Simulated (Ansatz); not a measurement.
## TiRh3: relaxed-ion elastic tensor

Method: Ansatz 0.2.0, DFT PBEsol, scalar-relativistic, plane waves, PAW. Plane waves to 420 eV; Γ-centred k mesh 12×12×12; Fermi-Dirac smearing of 0.15 eV. No spin polarisation.

The cell, relaxed at this level:
```
CELL_PARAMETERS angstrom
3.80226 0.00000 0.00000
0.00000 3.80226 0.00000
0.00000 0.00000 3.80226
ATOMIC_POSITIONS crystal
Ti 0.00000 0.00000 0.00000
Rh 0.00000 0.50000 0.50000
Rh 0.50000 0.00000 0.50000
Rh 0.50000 0.50000 0.00000
```

In a metal, frequencies and elastic constants depend on the k mesh and the smearing, soft modes and shear constants most.

(1) Give the relaxed-ion elastic constants (GPa, Voigt order xx yy zz yz xz xy, on the axes of the cell above).

(2) Is the crystal stable against homogeneous strain?

(3) And the moduli of a polycrystal (Hill averages)?

## Answers

(1)
```
377.0 196.8 196.8   0.0   0.0   0.0
196.8 377.0 196.8   0.0   0.0   0.0
196.8 196.8 377.0   0.0   0.0   0.0
  0.0   0.0   0.0 184.7   0.0   0.0
  0.0   0.0   0.0   0.0 184.7   0.0
  0.0   0.0   0.0   0.0   0.0 184.7
```

(2) Yes: the least eigenvalue of the tensor is 180.2 GPa.

(3) B = 257 GPa, G = 138 GPa, E = 352 GPa, ν = 0.27.

Cost: 1 run of about 1.7 core-minutes, on Arm Neoverse V2 (shared hosts).